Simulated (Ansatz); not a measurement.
Ga:
```yaml
crystal:
  lattice:
    - [2.23927, -3.79776, 0.00000]
    - [2.23927, 3.79776, 0.00000]
    - [0.00000, 0.00000, 4.48584]
  atoms:
    - { symbol: Ga, position: [0.65595, 0.34405, 0.41664] }
    - { symbol: Ga, position: [0.34405, 0.65595, 0.58336] }
    - { symbol: Ga, position: [0.84405, 0.15595, 0.91664] }
    - { symbol: Ga, position: [0.15595, 0.84405, 0.08336] }
```

Relaxed with PBEsol. Special points in fractions of this cell's reciprocal vectors: Γ (0.000, 0.000, 0.000); Y (-0.500, 0.500, 0.000); C0 (-0.337, 0.663, 0.000); Σ0 (0.337, 0.337, 0.000); Z (0.000, 0.000, 0.500); A0 (0.337, 0.337, 0.500); E0 (-0.337, 0.663, 0.500); T (-0.500, 0.500, 0.500); S (0.000, 0.500, 0.000); R (0.000, 0.500, 0.500).

Problem. List the band energies nearest the Fermi level at these points for DFT-PBEsol with spin–orbit coupling in the program Ansatz with PAW potentials.

Solution. In eV from the Fermi level; about four levels below and three above (degenerate sets whole), none deeper than 8.9 eV; points with the same levels are listed once.

```tsv
k	below	above
Γ	-1.75 -1.75 -0.80 -0.80	0.86 0.86 0.93 0.93
Y	-1.76 -1.76 -1.62 -1.62	1.05 1.05 1.17 1.17
C0	-0.20 -0.20 -0.10 -0.10	0.97 0.97 1.99 1.99
Z	-0.08 -0.08 -0.08 -0.08	0.06 0.06 0.06 0.06
A0	-3.76 -3.76 -3.76 -3.76	4.09 4.09 4.14 4.14
T	-0.99 -0.99 -0.99 -0.99	6.78 6.78 6.78 6.78
S	-1.44 -1.44 -1.44 -1.44	0.70 0.70 0.70 0.70
R	-1.62 -1.62 -1.61 -1.61	0.48 0.48 0.50 0.50
```

Space group Cmce (α-Ga). The cell was relaxed with PBEsol under the symmetry of its start; of distortions, only those at the zone centre were tested.

Potentials: the later of the program's two PAW sets.
